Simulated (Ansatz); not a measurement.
# Trigonal deformation path in CsCdCl$_{3}$

Level of theory: DFT r2SCAN, scalar-relativistic, plane waves, PAW (Ansatz). Cutoff 500 eV, Γ-centred 6×6×6 k-points, Gaussian smearing of 0.05 eV. Spin–orbit coupling is left out, which matters for the heavy elements here. No spin polarisation. Energies are free energies at this smearing, counted from the undisturbed cell; pressure is positive in compression.

Zero of the scan (as given, not relaxed at this level; it stands at 1.3 GPa, and it needn't be the usual structure):

```
Cs Cd Cl
1.0
     5.20000    0.00000    0.00000
     0.00000    5.20000    0.00000
     0.00000    0.00000    5.20000
Cs Cd Cl
1 1 3
Cartesian
  0.0000 0.0000 0.0000
  2.6000 2.6000 2.6000
  0.0000 2.6000 2.6000
  2.6000 0.0000 2.6000
  2.6000 2.6000 0.0000
```

At fixed volume and fractional coordinates, lengths along (0.577, 0.577, 0.577) are scaled against those across it; ρ is that ratio over its starting value.

| ρ | ΔE (meV/atom) | pressure (GPa) | gap on the mesh (eV) |
| --- | --- | --- | --- |
| 0.500 | ? | ? | 0.00 |
| 0.600 | ? | ? | 0.42 |
| 0.710 | 208.4 | ? | ? |
| 0.850 | 48.1 | 1.5 | 2.24 |
| 0.930 | 9.7 | 1.3 | 2.48 |
| 1.000 | 0.0 | 1.3 | 2.54 |
| 1.080 | 11.3 | 1.3 | 2.46 |
| 1.200 | 65.9 | 1.6 | 2.12 |
| 1.410 | 253.3 | 2.9 | 1.16 |
| 1.700 | 678.4 | 6.3 | 0.00 |
| 2.000 | 1228.6 | 11.0 | 0.00 |

Where the gap reads zero the k-mesh, chosen for the insulator, is on the coarse side.

Task: Give the withheld values.

Result: ΔE (meV/atom) at ρ = 0.500: 801.6; pressure (GPa) at ρ = 0.500: 3.7; ΔE (meV/atom) at ρ = 0.600: 448.6; pressure (GPa) at ρ = 0.600: 2.7; pressure (GPa) at ρ = 0.710: 2.0; gap on the mesh (eV) at ρ = 0.710: 1.40.

Symmetry holds off the tilts and polar distortions that many cubic perovskites undergo.

Cost: 11 runs of about 3.7 core-minutes in all, on Arm Neoverse V1 (shared hosts).